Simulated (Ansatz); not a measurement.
CdS:
```
CELL_PARAMETERS angstrom
      3.87742     0.00000     0.00000
     -1.93871     3.35794     0.00000
      0.00000     0.00000     6.47704
ATOMIC_POSITIONS crystal
  Cd 0.00000 0.00000 0.00000
  Cd 0.00000 0.00000 0.50000
  S  0.33333 0.66667 0.25000
  S  0.66667 0.33333 0.75000
```

Relaxed with PBE. Special points in fractions of this cell's reciprocal vectors: Γ (0.000, 0.000, 0.000); M (0.500, 0.000, 0.000); K (0.333, 0.333, 0.000); A (0.000, 0.000, 0.500); L (0.500, 0.000, 0.500); H (0.333, 0.333, 0.500).

Problem. List the band energies nearest the valence-band maximum at these points for plane-wave PAW PBE (Ansatz code).

Solution. In eV from the valence-band maximum; about four levels below and three above (degenerate sets whole), none deeper than 8.9 eV; points with the same levels are listed once.

| k | below | above |
|---|---|---|
| Γ | -0.74 -0.74 0.00 0.00 | 0.55 3.41 6.69 6.69 |
| M | -2.96 -2.00 -1.44 -0.04 | 2.51 3.72 3.79 |
| K | -2.17 -2.17 -1.87 -1.87 | 1.01 5.22 6.85 6.85 |
| A | -0.34 -0.34 -0.34 -0.34 | 2.97 2.97 6.74 6.74 |
| L | -1.29 -1.29 -1.13 -1.13 | 2.11 2.11 5.91 5.91 |
| H | -3.23 -3.23 -0.33 -0.33 | 3.55 3.55 4.43 4.43 |

Space group P6_3/mmc (NiAs type). A made-up cell: these elements were put on the sites of a structure type; neither database checked (COD, Materials Project) lists it. It is not the phase usual at ambient conditions (space group No. 186, 216). Symmetry was held in the PBE relaxation; whether a distortion lowers the energy is not shown. Scalar-relativistic: spin–orbit coupling is off unless named, which matters more the heavier the elements.

Potentials: the later of the program's two PAW sets.
